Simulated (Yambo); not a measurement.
G0W0@LDA for Zn2P2O7 (space group C2/m, No. 12) in Yambo. Reference settings: 2×2×4 Γ-centred k mesh, bands 9 to 201 and a 7 Ry block in the screening, 201 bands in G with the Bruneval-Gonze terminator, plasmon pole fitted at 27.2 eV. The LDA gap (0, 0, -0.5) → Γ on this mesh is 3.60 eV; G0W0 gaps are taken between the same points.

Gap ((0, 0, -0.5) → Γ) in eV against the number of bands and the screening block, terminator on:

```csv
bands (W and G),2 Ry,3 Ry,4 Ry,6 Ry,7 Ry
69,7.403,7.090,6.984,6.956,6.982
92,6.975,6.631,6.519,6.487,6.516
123,6.790,6.412,6.297,6.272,6.309
162,6.699,6.297,6.177,6.158,6.200
201,6.659,6.242,6.117,6.100,6.144
```

Rough cost of the Yambo step against the reference (shared machines):

```json
[
 {"bands (W and G)": "69", "2 Ry": "1/7", "3 Ry": "1/6", "4 Ry": "1/5", "6 Ry": "1/5", "7 Ry": "1/5"},
 {"bands (W and G)": "92", "2 Ry": "1/6", "3 Ry": "1/5", "4 Ry": "1/6", "6 Ry": "1/5", "7 Ry": "1/5"},
 {"bands (W and G)": "123", "2 Ry": "1/4", "3 Ry": "1/5", "4 Ry": "1/6", "6 Ry": "1/5", "7 Ry": "1/4"},
 {"bands (W and G)": "162", "2 Ry": "1/3", "3 Ry": "1/3", "4 Ry": "1/3", "6 Ry": "1/3", "7 Ry": "1/2"},
 {"bands (W and G)": "201", "2 Ry": "1/3", "3 Ry": "1/3", "4 Ry": "~1", "6 Ry": "~1", "7 Ry": "1"}
]
```

At the largest block the last step in bands moves the gap by -0.056 eV; at the most bands the last step in the block moves it by 0.044 eV.

Geometry of the Materials Project entry, not relaxed at this level; primitive cell a = 5.3532 Å, b = 5.3532 Å, c = 4.5585 Å, α = 99.10°, β = 99.10°, γ = 103.17°.

The structure is a Materials Project entry; no match was found in the copy of COD used, and its stability was not checked.
